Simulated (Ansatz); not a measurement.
Relaxed As (A7 type, space group R-3m):

```
As
1.0
    1.87270     1.08120     3.25149
   -1.87270     1.08120     3.25149
    0.00000    -2.16240     3.25149
As
2
Direct
  0.23274   0.23274   0.23274
  0.76726   0.76726   0.76726
```

Two-dimensional scan of atom 2 (As, nearest neighbour As at 2.517 Å; its periodic images, 3.7 Å or more away, move with it): u runs along (0.707, 0.707, 0.000), v along (0.000, 0.000, 1.000) (Cartesian). Cell and other atoms are fixed.

These are PBEsol-D3(BJ) (plane waves to 420 eV, PAW, scalar-relativistic; Ansatz, an electronic-structure program) values and carry that method's errors. k mesh 12×12×12 (Γ-centred), Fermi-Dirac smearing 0.05 eV. Compression counts positive. Points where atoms come too close for the PAW data are left out (x in tables, blank in figures). With partly filled bands, energies and forces of such displacements shift with the k mesh and the smearing. As was relaxed with its symmetry unable to fall. The last digit holds for this mesh only.

Changes of P (GPa) from the point u = 0.000 Å, v = 0.000 Å when one coordinate moves alone (two changes are said to add if the coupling is within 5 % of the smaller one, nearly so within 20 %):

```csv
point,change
"u = 0.000 Å, v = -0.630 Å",-0.92
"u = 0.000 Å, v = -0.420 Å",-4.17
"u = 0.000 Å, v = -0.210 Å",-3.72
"u = -0.630 Å, v = 0.000 Å",17.87
"u = -0.420 Å, v = 0.000 Å",7.42
"u = -0.210 Å, v = 0.000 Å",1.61
"u = 0.210 Å, v = 0.000 Å",1.32
"u = 0.420 Å, v = 0.000 Å",5.14
"u = 0.630 Å, v = 0.000 Å",10.75
"u = 0.000 Å, v = 0.210 Å",5.65
"u = 0.000 Å, v = 0.420 Å",12.90
"u = 0.000 Å, v = 0.630 Å",19.92
```

Do the two effects add at u = 0.420 Å, v = 0.420 Å? Give the computed change.

The sum of the single changes is 5.14 + (12.90) = 18.04; the calculation gives 20.39, so the coupling contributes 2.35 (over 20 % of the smaller single change, not additive).

What is the change at u = -0.420 Å, v = -0.210 Å, where both move, and how far is it from the sum?

The sum of the single changes is 7.42 + (-3.72) = 3.70; the calculation gives 2.19, so the coupling contributes -1.51 (over 20 % of the smaller single change, not additive).

(A displaced cell: forces are minus the slopes of the energy, force constants its curvatures, and phonons follow from these.)
